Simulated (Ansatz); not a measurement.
The start is a relaxed NbRu cell shaken by Gaussian noise of σ = 0.08 Å a coordinate. Cell shape, volume and atoms are optimised at zero target pressure with PBE (plane waves to 420 eV, PAW, scalar-relativistic; Ansatz, a program for electronic structure). The first steps use a coarse 11×5×5 k-mesh.

Initial structure:
```yaml
crystal:
  lattice:
    - [2.81964, 0.00000, 0.00000]
    - [0.00000, 7.35954, 0.00000]
    - [0.00000, 0.00000, 7.03696]
  atoms:
    - { symbol: Nb, position: [0.51131, 0.00448, 0.59084] }
    - { symbol: Nb, position: [0.99445, 0.99590, 0.26324] }
    - { symbol: Nb, position: [0.52209, 0.30762, 0.05268] }
    - { symbol: Nb, position: [0.44424, 0.67622, 0.04290] }
    - { symbol: Ru, position: [0.48690, 0.31379, 0.40682] }
    - { symbol: Ru, position: [0.48856, 0.71173, 0.41195] }
    - { symbol: Ru, position: [0.53968, 0.48375, 0.71274] }
    - { symbol: Ru, position: [0.53454, 0.99387, 0.92241] }
```

Task: What is the largest force in the starting geometry, and on which atom (counted from 1)?

Result: 1.59 eV/Å, on Ru8 (atoms numbered as listed).

Task: By how much does the energy per atom fall from start to end?

Result: 0.72 eV/atom.

Task: How does the volume per atom move from start to end?

Result: -12.7 %, from 18.25 to 15.93 Å³/atom.

Task: Is the parent structure recovered?

Result: It does not go back: it reaches P-1 (No. 2), 0.71 eV/atom below the parent.

Task: Is the relaxed structure metallic? Give its gap.

Result: No gap (metallic).

Task: Write out the relaxed structure.

Result: 
```
CELL_PARAMETERS angstrom
      2.81254     0.00000     0.00000
      1.14192     6.61905     0.00000
      0.49887     0.65805     6.84599
ATOMIC_POSITIONS crystal
  Nb 0.50000 0.00000 0.00000
  Nb 0.73194 0.86932 0.36692
  Nb 0.26806 0.13068 0.63308
  Nb 0.50000 0.50000 0.50000
  Ru 0.91058 0.24268 0.25650
  Ru 0.19198 0.60304 0.12551
  Ru 0.80802 0.39696 0.87449
  Ru 0.08942 0.75732 0.74350
```

Final values are on a 17×7×7 k-mesh of the relaxed cell. No spin polarisation in the result.

The relaxed structure here is a generated cell of NbRu: the first start was made by a random draw of sites in a space group, and the end was not matched to a known phase here, so it may be hypothetical.
